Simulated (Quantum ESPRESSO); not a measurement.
Ir3Ag4Pd, input and log of a self-consistent run

Computed values, not a measurement. The program is pw.x of Quantum ESPRESSO 7.5 (plane-wave density functional theory). The cell is made up: eight metal atoms on a face-centred cubic lattice, with elements, volume, strain and displacements drawn at random and not relaxed, so it may be unstable or far from any real phase. PseudoDojo standard norm-conserving files set the functional (PBE unless stated); there is no spin polarisation or spin-orbit coupling, the Fermi-Dirac width of 0.25 eV means electrons at about 2900 K, and the masses in the input are unused placeholders. Heavy elements are run without spin-orbit coupling, which real alloys of them have. A spin test at this wide smearing found no moment, but such smearing suppresses magnetism that the real alloy may have.

Input:

```
&control calculation='scf', pseudo_dir='./dojo.nc.sr.pbe.v0_5.standard.upf', outdir='./o', disk_io='minimal', tprnfor=.true., tstress=.true. /
&system ibrav=0, nat=8, ntyp=3, nbnd=86, ecutwfc=82.02448710, nosym=.true., tot_charge=0,
 occupations='smearing', smearing='fd', degauss=0.0183746611
/
&electrons conv_thr=1.470e-08, electron_maxstep=70, mixing_beta=0.5 /
ATOMIC_SPECIES
Ag 1.0 Ag.upf
Ir 1.0 Ir.upf
Pd 1.0 Pd.upf
CELL_PARAMETERS angstrom
-0.017 2.0225 2.0267
-4.1365 4.0922 -4.0665
-4.224 -4.1019 4.1442
ATOMIC_POSITIONS angstrom
Ir 0.0887 0.0358 0.0633
Ir -4.341 -2.0533 2.0604
Ag -4.2295 -0.1333 0.1608
Pd -4.0643 2.0864 -1.9868
Ir -2.2393 0.0035 1.9779
Ag -2.1472 2.0046 -0.0406
Ag -6.3239 0.0742 2.1096
Ag -6.2126 2.0481 0.1298
K_POINTS automatic
8 4 4 1 1 1
```

The log is shortened where brackets say so; the opening notice, blank lines, dates and the lines on written files are dropped, and the path of the files is cut. It prints rydbergs, bohrs and kilobars, and counts compression as positive stress. Its total energy is the free energy E - TS of the whole cell.

```
     Program PWSCF v.7.5
     Parallel version (MPI & OpenMP), running on       4 processor cores
     Number of MPI processes:                 4
     Threads/MPI process:                     1
     [start-up lines left out]
     bravais-lattice index     =            0
     lattice parameter (alat)  =       5.4108  a.u.
     unit-cell volume          =     936.8489 (a.u.)^3
     number of atoms/cell      =            8
     number of atomic types    =            3
     number of electrons       =       145.00
     number of Kohn-Sham states=           86
     kinetic-energy cutoff     =      82.0245  Ry
     charge density cutoff     =     328.0979  Ry
     scf convergence threshold =      1.5E-08
     mixing beta               =       0.5000
     number of iterations used =            8  plain     mixing
     Exchange-correlation= PBE
                           (   1   4   3   4   0   0   0)
     [axes and pseudopotential details left out]
   Cartesian axes
     site n.     atom                  positions (alat units)
         1        Ir     tau(   1) = (   0.0309786   0.0125032   0.0221076  )
         2        Ir     tau(   2) = (  -1.5160994  -0.7171174   0.7195971  )
         3        Ag     tau(   3) = (  -1.4771579  -0.0465552   0.0561596  )
         4        Pd     tau(   4) = (  -1.4194616   0.7286777  -0.6938922  )
         5        Ir     tau(   5) = (  -0.7820782   0.0012224   0.6907839  )
         6        Ag     tau(   6) = (  -0.7499121   0.7001089  -0.0141796  )
         7        Ag     tau(   7) = (  -2.2086295   0.0259144   0.7367803  )
         8        Ag     tau(   8) = (  -2.1697579   0.7153013   0.0453328  )
     number of k points=    64  Fermi-Dirac smearing, width (Ry)=  0.0184
                       cart. coord. in units 2pi/alat
        k(    1) = (  -0.0852676   0.0443367   0.0433384), wk =   0.0312500
        k(    2) = (  -0.1704384   0.0007536   0.0861167), wk =   0.0312500
     [further k points left out]
     Dense  grid:    94047 G-vectors     FFT dimensions: (  32,  80,  80)
     Estimated max dynamical RAM per process >     428.21 MB
     Estimated total dynamical RAM >       1.61 GB
     Initial potential from superposition of free atoms
     starting charge     144.9975, renormalised to     145.0000
     Starting wfcs are   79 randomized atomic wfcs +    7 random wfcs
     total cpu time spent up to now is        7.9 secs
     per-process dynamical memory:   343.6 Mb
     Self-consistent Calculation
     iteration #  1     ecut=    82.02 Ry     beta= 0.50
     Davidson diagonalization with overlap
     ethr =  1.00E-02,  avg # of iterations =  3.0
     total cpu time spent up to now is       30.8 secs
     total energy              =   -2188.51608184 Ry
     estimated scf accuracy    <      19.72463560 Ry
     iteration #  2     ecut=    82.02 Ry     beta= 0.50
     Davidson diagonalization with overlap
     ethr =  1.00E-02,  avg # of iterations =  4.5
     total cpu time spent up to now is       57.8 secs
     total energy              =   -2185.03709017 Ry
     estimated scf accuracy    <     214.84427445 Ry
     iteration #  3     ecut=    82.02 Ry     beta= 0.50
     Davidson diagonalization with overlap
     ethr =  1.00E-02,  avg # of iterations =  4.7
     total cpu time spent up to now is       84.9 secs
     total energy              =   -2201.97315909 Ry
     estimated scf accuracy    <       7.66853069 Ry
     iteration #  4     ecut=    82.02 Ry     beta= 0.50
     Davidson diagonalization with overlap
     ethr =  5.29E-03,  avg # of iterations =  2.0
     total cpu time spent up to now is      103.4 secs
     total energy              =   -2202.07654822 Ry
     estimated scf accuracy    <       8.01485693 Ry
     iteration #  5     ecut=    82.02 Ry     beta= 0.50
     Davidson diagonalization with overlap
     ethr =  5.29E-03,  avg # of iterations =  1.0
     total cpu time spent up to now is      120.4 secs
     total energy              =   -2202.01796844 Ry
     estimated scf accuracy    <       4.56123270 Ry
     [iterations 6 to 16 left out]
     iteration # 17     ecut=    82.02 Ry     beta= 0.50
     Davidson diagonalization with overlap
     ethr =  3.93E-09,  avg # of iterations =  1.6
     total cpu time spent up to now is      344.9 secs
     total energy              =   -2201.87300890 Ry
     estimated scf accuracy    <       0.00000064 Ry
     iteration # 18     ecut=    82.02 Ry     beta= 0.50
     Davidson diagonalization with overlap
     ethr =  4.39E-10,  avg # of iterations =  2.1
     total cpu time spent up to now is      363.3 secs
     total energy              =   -2201.87300895 Ry
     estimated scf accuracy    <       0.00000019 Ry
     iteration # 19     ecut=    82.02 Ry     beta= 0.50
     Davidson diagonalization with overlap
     ethr =  1.29E-10,  avg # of iterations =  2.6
     total cpu time spent up to now is      381.9 secs
     total energy              =   -2201.87300897 Ry
     estimated scf accuracy    <       0.00000005 Ry
     iteration # 20     ecut=    82.02 Ry     beta= 0.50
     Davidson diagonalization with overlap
     ethr =  3.42E-11,  avg # of iterations =  3.5
     total cpu time spent up to now is      401.6 secs
     total energy              =   -2201.87300898 Ry
     estimated scf accuracy    <       0.00000002 Ry
     iteration # 21     ecut=    82.02 Ry     beta= 0.50
     Davidson diagonalization with overlap
     ethr =  1.16E-11,  avg # of iterations =  1.7
     total cpu time spent up to now is      420.2 secs
     End of self-consistent calculation
     [lines on levels left out]
!    total energy              =   -2201.87300898 Ry
     estimated scf accuracy    <          2.1E-09 Ry
     smearing contrib. (-TS)   =      -0.12046982 Ry
     internal energy E=F+TS    =   -2201.75253915 Ry
     The total energy is F=E-TS. E is the sum of the following terms:
     one-electron contribution =    -763.24591765 Ry
     hartree contribution      =     462.31848610 Ry
     xc contribution           =    -358.17116759 Ry
     ewald contribution        =   -1542.65394001 Ry
     convergence has been achieved in  21 iterations
     Forces acting on atoms (cartesian axes, Ry/au):
     atom    1 type  2   force =    -0.07557384    0.00411304   -0.01186247
     atom    2 type  2   force =     0.07069757   -0.01858925    0.02790233
     atom    3 type  1   force =     0.00493015    0.03676241   -0.03438460
     atom    4 type  3   force =    -0.04646437    0.01187102   -0.01904294
     atom    5 type  2   force =     0.04645583   -0.02895215    0.03817338
     atom    6 type  1   force =     0.02050950   -0.00578268    0.01582368
     atom    7 type  1   force =    -0.00784199   -0.02179329    0.01070817
     atom    8 type  1   force =    -0.01271285    0.02237089   -0.02731754
     Total force =     0.156299     Total SCF correction =     0.000277
     Computing stress (Cartesian axis) and pressure
          total   stress  (Ry/bohr**3)                   (kbar)     P=      -95.48
  -0.00064403  -0.00010423   0.00022106          -94.74      -15.33       32.52
  -0.00010423  -0.00066057  -0.00007769          -15.33      -97.17      -11.43
   0.00022106  -0.00007769  -0.00064261           32.52      -11.43      -94.53
     init_run     :      7.44s CPU      7.81s WALL (       1 calls)
     electrons    :    404.39s CPU    412.30s WALL (       1 calls)
     forces       :      2.68s CPU      2.69s WALL (       1 calls)
     stress       :      9.20s CPU      9.21s WALL (       1 calls)
     [timing details left out]
     PWSCF        :   7m 3.77s CPU   7m12.08s WALL
     JOB DONE.
```

In other units: free energy -29958.008 eV for the cell, pressure -9.55 GPa, largest force component 1.943 eV/Å in size. The run took 434 s of wall time with four MPI processes on a shared machine (Intel Xeon, 2023 or later, virtual cores), so the time is rough. A rerun of this cell at a higher cutoff and on a denser mesh moved values by no more than 0.008 eV in energy, 0.13 GPa in stress and 0.007 eV/Å in force, and a second program with other atomic files agreed on that cell to 2 % rms in force and 0.5 GPa in pressure.